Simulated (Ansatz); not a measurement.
## Zn2CdSe3: vibrational free energy, entropy and heat capacity

Method: DFT PBE, scalar-relativistic, plane waves, PAW in Ansatz. Plane waves to 420 eV; Γ-centred k mesh 6×6×2; fixed occupations. No spin polarisation. Phonons by linear response, acoustic sum rule imposed.

The cell, relaxed at this level:
```
Zn Cd Se
1.0
     4.14843    0.00000    0.00000
    -2.07422    3.59265    0.00000
     0.00000    0.00000   20.57373
Zn Cd Se
4 2 6
Direct
  0.33333 0.66667 0.99767
  0.33333 0.66667 0.33874
  0.66667 0.33333 0.49767
  0.66667 0.33333 0.83874
  0.33333 0.66667 0.67053
  0.66667 0.33333 0.17053
  0.33333 0.66667 0.11813
  0.33333 0.66667 0.45966
  0.33333 0.66667 0.80027
  0.66667 0.33333 0.30027
  0.66667 0.33333 0.61813
  0.66667 0.33333 0.95966
```

It was reached by relaxing an invented guess, and it needn't be the stable form of this composition. The q mesh is coarse, so values between its points are rough. The run warned that its linear response isn't converged on this k mesh, so dielectric tensors, Born charges and infrared intensities are rough, and the frequencies may be too. Modes under 40 cm⁻¹ are poorly fixed.

Force constants from linear response on a 2×2×1 q mesh, interpolated to a fine mesh.

Phonon density of states, in bins of 5 cm⁻¹:
```
bin centre (cm⁻¹)  share of modes (%)
             -2.5                 0.0
              2.5                 0.0
              7.5                 0.0
             12.5                 0.1
             17.5                 0.2
             22.5                 0.4
             27.5                 0.9
             32.5                 1.9
             37.5                 3.3
             42.5                 2.7
             47.5                 3.4
             52.5                 2.9
             57.5                 3.5
             62.5                 3.1
             67.5                 3.4
             72.5                 1.4
             77.5                 1.9
             82.5                 2.9
             87.5                 1.1
             92.5                 0.9
             97.5                 0.8
            102.5                 0.6
            107.5                 0.7
            112.5                 0.7
            117.5                 0.8
            122.5                 1.0
            127.5                 1.6
            132.5                 1.7
            137.5                 1.2
            142.5                 2.2
            147.5                 2.5
            152.5                 1.4
            157.5                 0.4
            162.5                 0.7
            167.5                 2.5
            172.5                 6.6
            177.5                 8.8
            182.5                 9.7
            187.5                 5.0
            192.5                 5.8
            197.5                 4.2
            202.5                 3.4
            207.5                 1.5
            212.5                 1.1
            217.5                 0.4
            222.5                 0.1
            227.5                 0.0
```

Question: Give the zero-point energy per atom.

Answer: 24.7 meV.

Question: How large are the vibrational entropy and heat capacity at 300 K?

Answer: S = 4.85 k_B and C_V = 2.88 k_B per atom, 96 % of the Dulong–Petit value.

Question: Tabulate them against temperature.

Answer:
```
T (K)  F_vib (meV/atom)  S (k_B/atom)  C_V (k_B/atom)
  100              17.5          1.97            2.17
  200              -7.5          3.70            2.74
  300             -44.7          4.85            2.88
  400             -90.2          5.69            2.93
  500            -142.2          6.34            2.96
  600            -199.2          6.88            2.97
  700            -260.6          7.34            2.98
  800            -325.6          7.74            2.98
  900            -393.8          8.09            2.99
 1000            -464.9          8.41            2.99
```
